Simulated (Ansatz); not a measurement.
MgCdTe₂:
```yaml
crystal:
  lattice:
    - [2.28804, 1.32100, 7.44494]
    - [-2.28804, 1.32100, 7.44494]
    - [0.00000, -2.64200, 7.44494]
  atoms:
    - { symbol: Mg, position: [0.49925, 0.49925, 0.49925] }
    - { symbol: Cd, position: [0.00038, 0.00038, 0.00038] }
    - { symbol: Te, position: [0.12619, 0.12619, 0.12619] }
    - { symbol: Te, position: [0.62420, 0.62420, 0.62420] }
```

Relaxed with PBEsol.

Problem. Map the electron localisation function on the plane through (0.499, 0.499, 0.499) spanned by u = [1, 0, 0] and v = [-1, 1, 1] in lattice vectors, from the program Ansatz at the PBEsol level (PAW).

Solution. x is the fraction of u, y of v (the angle between them is 55°; rows are the nearest grid lines); atoms in the plane: Mg at (0.00, 0.00), Cd at (0.00, 0.50), Te at (0.25, 0.63), Te at (0.25, 0.12).
```
|.:== .*@@%#*+++**##*+-.         .  .==:.|
|+==+-  :+##%######*+=-..             .=+|
|:===:  .:=+*******+=-:.                :|
|..   ..::.....:::::..               .::.|
|#%@@@@@@%#=:.                       .-+#|
|#%%%%%%%%%%#*=:                     .-+#|
|*#%##*****###*=:.                  ..:=*|
|=###*+-:.:-++*#*=:.          .........:=|
|:-*#*+-.    :=+*#*=:        .....:::::::|
|-::-*#*=:    .=+*##+:.      ....::-====-|
|+=::-*#*=:   .-+*##*=:       ...::-++**+|
|@%*=::-*#*++==++*#%#*=:       ...:-=*%@@|
|@@%*+-::=*###**###%#*+-.       ..::-=+#@|
|++*++=::.:-=+***#***+-:.         ..::-=+|
|--===-::...::-=+++==-:..          ..:::-|
|::::::::::..    ....                .:::|
|+**#####**+=:.                      .:=+|
|*###******###+-.                    .-+*|
|###**++==+**##*=:                  ..-+#|
|#%%#*+:   .-+*##*=.         .....   .:=#|
|:*@@%*=.     -+*##+:.       .....      :|
|:  +@@%*=:   .=+*##+-.       ...   :===:|
|+=. +@@%*+-:::=+*##*=:        ..   -+==+|
|.:== .*@@%#*+++**##*+-.         .  .==:.|
```
Scale: ten equal steps from 0.000 (start of ' ') to 0.860 (end of '@'), in the order ' .:-=+*#%@'; x runs from 0.000 to 1.00, y from 0.000 (bottom) to 1.00 (top).

The density is the valence pseudo-density with augmentation charge, so density and ELF within about 1 Å of a nucleus are not all-electron values.

Space group R3m. The workflow started from a Materials Project entry (that database holds measured and hypothetical structures alike); the Crystallography Open Database copy checked does not list it. With Mg and Cd taken as one species the cell has the higher symmetry F-43m, so it may be an ordered model of a mixed-site phase. Whether it is the stable phase at ambient conditions was not checked. The cell was relaxed with PBEsol under the symmetry of its start; whether a distortion lowers the energy is not shown. Scalar-relativistic: spin–orbit coupling is off unless named, which matters more the heavier the elements.

Potentials: the later of the program's two PAW sets.
